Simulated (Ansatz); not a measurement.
AlN (zinc blende, space group No. 216), plane-wave PAW PBE (Ansatz code). The conduction-band minimum lies at X, with 3 equivalent valleys. Second derivatives d²E/dk² of the lowest band at one valley (eV·Å²), along Cartesian directions:

```tsv
direction	d²E/dk²
[100]	14.42
[010]	23.34
[001]	23.34
[110]	18.88
[101]	18.88
[011]	23.33
```

### Question
Find the principal effective masses, the density-of-states mass and the conductivity mass.

### Answer
Off-diagonal terms follow from H_xy = H[110] − (H_xx + H_yy)/2, and m*/mₑ = 7.620 eV·Å² over each eigenvalue: 0.33, 0.33, 0.53. One valley's DOS mass (m₁m₂m₃)^(1/3) = 0.38, conductivity mass 3/(Σ 1/mᵢ) = 0.37 mₑ.

### Question
What effective density of states Nc follows at 300 K for parabolic valleys?

### Answer
Nc = 2.509e19 × 3 × (0.38)^(3/2) ≈ 1.8e19 cm⁻³.

Space group F-43m (zinc blende). The cell was relaxed with PBE under the symmetry of its start.

Potentials: the later of the program's two PAW sets.

Edges and masses are those of Kohn–Sham bands, whose gap is no quasiparticle gap.
